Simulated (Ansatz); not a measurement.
A geometry of KTaO$_{3}$ away from equilibrium: step 2 of the relaxation of a generated trial cell of KTaO3 in the ilmenite structure type. These are PBEsol (plane waves to 420 eV, PAW, scalar-relativistic; Ansatz, a quantum-chemistry and plane-wave program) values and carry that method's errors. Γ-centred k-mesh 5×5×5 on the run's cell (coarser than for final values), Fermi–Dirac smearing 0.05 eV. The plane waves were selected for a different cell earlier on the path.

```
CELL_PARAMETERS angstrom
      2.78367     1.60715     5.21470
     -2.78367     1.60715     5.21470
      0.00000    -3.21430     5.21470
ATOMIC_POSITIONS crystal
  K  0.35753 0.35753 0.35753
  K  0.64247 0.64247 0.64247
  O  0.18682 0.56296 0.95718
  O  0.95718 0.18682 0.56296
  O  0.56296 0.95718 0.18682
  O  0.81318 0.43704 0.04282
  O  0.04282 0.81318 0.43704
  O  0.43704 0.04282 0.81318
  Ta 0.14911 0.14911 0.14911
  Ta 0.85089 0.85089 0.85089
```

Question: Give the Cartesian forces on all atoms (eV/Å).

Answer: 
```json
[
 {"atom": "K1", "Fx": "0.00", "Fy": "0.00", "Fz": "0.31"},
 {"atom": "K2", "Fx": "0.00", "Fy": "0.00", "Fz": "-0.31"},
 {"atom": "O3", "Fx": "-0.93", "Fy": "-0.76", "Fz": "-0.79"},
 {"atom": "O4", "Fx": "1.12", "Fy": "-0.42", "Fz": "-0.79"},
 {"atom": "O5", "Fx": "-0.19", "Fy": "1.18", "Fz": "-0.79"},
 {"atom": "O6", "Fx": "0.93", "Fy": "0.76", "Fz": "0.79"},
 {"atom": "O7", "Fx": "-1.12", "Fy": "0.42", "Fz": "0.79"},
 {"atom": "O8", "Fx": "0.19", "Fy": "-1.18", "Fz": "0.79"},
 {"atom": "Ta9", "Fx": "0.00", "Fy": "0.00", "Fz": "0.22"},
 {"atom": "Ta10", "Fx": "0.00", "Fy": "0.00", "Fz": "-0.22"}
]
```

The path ends in R-3 (No. 148) (AFLOW prototype AB3C_hR10_148_c_f_c (as in TiFeO3)). No spin polarisation in the result.

The run could not lose the symmetry of its start: the end is stationary, and may be a saddle point rather than a minimum.

The end of the path is a generated cell of KTaO3: the first start was made by placing the elements on the sites of a structure type, and the end was not matched to a known phase here, so it may be hypothetical. Known forms of KTaO3 include space group No. 221.
